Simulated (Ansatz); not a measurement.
Cd (hcp, Mg type)

```yaml
crystal:
  lattice:
    - [3.01606, 0.00000, 0.00000]
    - [-1.50803, 2.61198, 0.00000]
    - [0.00000, 0.00000, 5.81912]
  atoms:
    - { symbol: Cd, position: [0.33333, 0.66667, 0.75000] }
    - { symbol: Cd, position: [0.66667, 0.33333, 0.25000] }
```

The slice is a (-1 1 0 2) plane (indices of the conventional cell) through the point (0.333, 0.667, 0.750) (fractional), spanned by u = [110] and v = [1 -1 1] in vectors of this cell: u (3.02 Å) and v (7.82 Å, at 90° to u). It covers one period; positions are fractions (u, v).

Method: PBE (plane waves to 420 eV, PAW, scalar-relativistic; Ansatz, an electronic-structure program). k mesh 18×18×8. Inside the PAW spheres the values are not all-electron values, and peaks at nuclei hang on which shells count as valence. Cd was relaxed with its symmetry unable to fall. The relaxed volume of Cd is well above the measured one; the method has no dispersion term.

Task: What is the valence density on the shortest Cd–Cd line in this plane (3.02 Å), at its midpoint?

Result: 0.19 e/Å³.

Task: What is the ELF at the midpoint of the shortest Cd–Cd line in this plane (3.02 Å)?

Result: 0.24.

Task: Predict the map of the electron localisation function (ELF) on the slice.

Result: 
```
|xx%+..:..+%x|
|x@*-..:..-*@|
|*+-..:-:..-+|
|::. .:-:. .:|
|   ..:-:..  |
|   .......  |
|            |
|            |
|            |
|            |
|.....   ....|
|............|
|..:::...:::.|
|...:::::::..|
|....:-=-:...|
|=-:..-=-..:-|
|*+-..-=-..-+|
|#*=:.:-:.:=*|
|#*=: ::: :=*|
|*+-. .:. .-+|
|--.  ...  .-|
|..   ...   .|
|            |
|            |
|            |
|            |
|   .......  |
|::. ..:.. .:|
|*+-...:...-+|
|x@*-..:..-*@|
|xx%+..:..+%x|
|xx@+:.:.:+@x|
```
Scale: ten equal steps from 0.14 (start of ' ') to 0.58 (end of '@'), in the order ' .:-=+*#%@'. Values: electron localisation function (ELF). The map has 12 points along u (one character each, u = 0 at the left) and 32 along v (v = 0 in the bottom row). Points within 0.5 Å of a nucleus are blanked (x), as the pseudised field means little there.
